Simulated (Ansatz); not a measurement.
# Structures of Pd$_{2}$Cl: which is lowest?

Plane-wave DFT in Ansatz with scalar-relativistic PAW potentials, cutoff 420 eV, Γ-centred meshes chosen by cell and gap, Gaussian smearing with energies taken to zero width. Every cell was relaxed (cell and atoms) in a run of its own, within the symmetry of its start. Functional: PBE.

Relaxed structures (starts from databases or built by putting these elements on another compound's sites):
A. I4/mmm, 3 atoms in the computed cell, a = 3.653 Å, c = 8.281 Å; sites (symmetry × multiplicity) Pd 4mm × 4, Cl 4/mmm × 2; start: built
B. R-3m, 3 atoms in the computed cell, a = 3.164 Å, c = 17.528 Å; sites (symmetry × multiplicity) Pd 3m × 6, Cl -3m × 3; start: built

**Question.** Rank them by energy. Could pressure change the order?

**Answer.**
| structure | group | E − E(lowest) (meV/atom) | V (Å³/atom) | gap on mesh (eV) |
| --- | --- | --- | --- | --- |
| B | R-3m | 0.0 | 16.89 | 0.00 |
| A | I4/mmm | 49 | 18.41 | 0.00 |

B is lowest, 49 meV/atom under A. The lowest is also the densest of these, so pressure wouldn't bring one of the others in at first order. Other structures may lie lower than all of these, and vibrations aren't counted.

Spin polarisation was left out, and a magnetic state may lie lower.